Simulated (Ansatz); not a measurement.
TaAs4Si2, MA2Z4 (prismatic core, outer Z over the empty site)-type layer, relaxed and computed with two functionals in Ansatz (plane waves, PAW).

```tsv
functional	a (Å)	thickness (Å)
PBE	3.687	9.93
r²SCAN+D4	…	…
```

Problem. What belongs in the gaps?

Solution. 
- r²SCAN+D4, a (Å): 3.659
- r²SCAN+D4, thickness (Å): 9.82

Spin orders computed, not proven ground states: TaAs4Si2, MA2Z4 (prismatic core, outer Z over the empty site)-type layer with r²SCAN+D4 ferromagnetic. Began spin-polarised and lost the moments: TaAs4Si2, MA2Z4 (prismatic core, outer Z over the empty site)-type layer with PBE. All cells were relaxed under the symmetry of their starts (and spin orders); stability against distortions was not tested throughout. Spin–orbit coupling is left out wherever it is not named. Constructed layers (a layer type filled with these elements): TaAs4Si2, MA2Z4 (prismatic core, outer Z over the empty site)-type layer; TaAs4Si2, MA2Z4 (prismatic core, outer Z over the empty site)-type layer.

Potentials: the later of the program's two PAW sets.

Ansatz (a program for electronic structure) is a plane-wave DFT program.
